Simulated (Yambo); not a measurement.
G0W0@LDA for MgS2 (space group C2/m, No. 12) in Yambo. Reference settings: 4×4×4 Γ-centred k mesh, bands 5 to 139 and a 10 Ry block in the screening, 139 bands in G with the Bruneval-Gonze terminator, plasmon pole fitted at 27.2 eV. The LDA gap (0.25, 0.25, 0.25) → (0, 0, -0.5) on this mesh is 0.86 eV; G0W0 gaps are taken between the same points.

With and without the terminator, as bands are cut:

```tsv
bands in G (in W)	gap, terminator (eV)	gap, none (eV)	valence shift, terminator (eV)	valence shift, none (eV)
30 (30)	2.399	2.397	-0.537	-0.158
49 (49)	2.377	2.365	-0.775	-0.512
75 (75)	2.374	2.366	-0.896	-0.716
107 (107)	2.373	2.369	-0.968	-0.853
139 (139)	2.373	2.372	-1.007	-0.928
```

Over this range the gap spans 0.026 eV with the terminator and 0.032 eV without, the valence shift 0.470 eV and 0.770 eV. Neither column has reached its limit for certain.

Geometry relaxed with LDA; primitive cell a = 3.9058 Å, b = 3.9058 Å, c = 5.0325 Å, α = 112.80°, β = 112.80°, γ = 59.15°.

The structure is a Materials Project entry; no match was found in the copy of COD used, and its stability was not checked.

A shift is the quasiparticle energy of the state minus its LDA energy.
